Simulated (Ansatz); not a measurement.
TiB2:
```yaml
crystal:
  lattice:
    - [3.03182, 0.00000, 0.00000]
    - [-1.51591, 2.62564, 0.00000]
    - [0.00000, 0.00000, 3.22473]
  atoms:
    - { symbol: Ti, position: [0.00000, 0.00000, 0.00000] }
    - { symbol: B, position: [0.33333, 0.66667, 0.50000] }
    - { symbol: B, position: [0.66667, 0.33333, 0.50000] }
```

Relaxed with PBE. Special points in fractions of this cell's reciprocal vectors: Γ (0.000, 0.000, 0.000); M (0.500, 0.000, 0.000); K (0.333, 0.333, 0.000); A (0.000, 0.000, 0.500); L (0.500, 0.000, 0.500); H (0.333, 0.333, 0.500).

List the band energies nearest the Fermi level at these points for plane-wave PAW PBE (Ansatz code).

In eV from the Fermi level; about four levels below and three above (degenerate sets whole), none deeper than 8.9 eV; points with the same levels are listed once.

```csv
k,below,above
Γ,-2.64 -2.64 -2.33 -2.13,1.87 1.87 3.64 3.64
M,-3.30 -3.23 -2.29,1.32 2.72 3.19
K,-8.35 -8.35 -7.37 -1.88 -1.88,1.35 1.35 1.96
A,-0.59 -0.59 -0.21 -0.21,0.41 0.41 1.64
L,-7.57 -4.67 -3.85 -3.17,2.47 2.90 4.45
H,-8.59 -8.59 -5.74 -3.19 -3.19,2.50 4.22 4.22
```

Space group P6/mmm. The cell was relaxed with PBE under the symmetry of its start; phonons on a q-mesh show no instability. No spin polarisation was allowed.

Potentials: the later of the program's two PAW sets.
